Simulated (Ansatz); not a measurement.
A distorted cell of AlCo (CsCl type):

```
CELL_PARAMETERS angstrom
      5.70415     0.00000     0.00000
      0.00000     2.85208     0.00000
      0.00000     0.00000     2.85208
ATOMIC_POSITIONS crystal
  Al 0.00000 0.00000 0.00000
  Al 0.50000 0.00000 0.00000
  Co 0.25000 0.50000 0.57012
  Co 0.75000 0.50000 0.50000
```

Method: PBE (plane waves to 420 eV, PAW, scalar-relativistic; Ansatz, an electronic-structure program). k mesh 7×13×13 (Γ-centred), Fermi-Dirac smearing 0.05 eV. The energy includes the smearing's −TS. Stress and pressure are positive under compression. With partly filled bands, energies and forces of such displacements shift with the k mesh and the smearing. AlCo is run without spin polarisation. AlCo was relaxed with its symmetry unable to fall.

Question: What forces act on the atoms (eV/Å, Cartesian)?

Answer: 
```json
[
 {"atom": "Al1", "Fx": "-0.202", "Fy": "0.000", "Fz": "0.722"},
 {"atom": "Al2", "Fx": "0.202", "Fy": "0.000", "Fz": "0.722"},
 {"atom": "Co3", "Fx": "0.000", "Fy": "0.000", "Fz": "-1.615"},
 {"atom": "Co4", "Fx": "0.000", "Fy": "0.000", "Fz": "0.170"}
]
```

Question: What is the stress tensor (GPa)?

Answer: 
```
    2.2      0.0      0.0
    0.0      1.8      0.0
    0.0      0.0      0.8
```
The pressure, a third of the trace, is 1.6 GPa.

Question: In it atom 3 sits (0.000, 0.000, 0.200) Å away from its relaxed site. What is its energy relative to the relaxed cell?

Answer: 162 meV/cell.

(A displaced cell: forces are minus the slopes of the energy, force constants its curvatures, and phonons follow from these.)
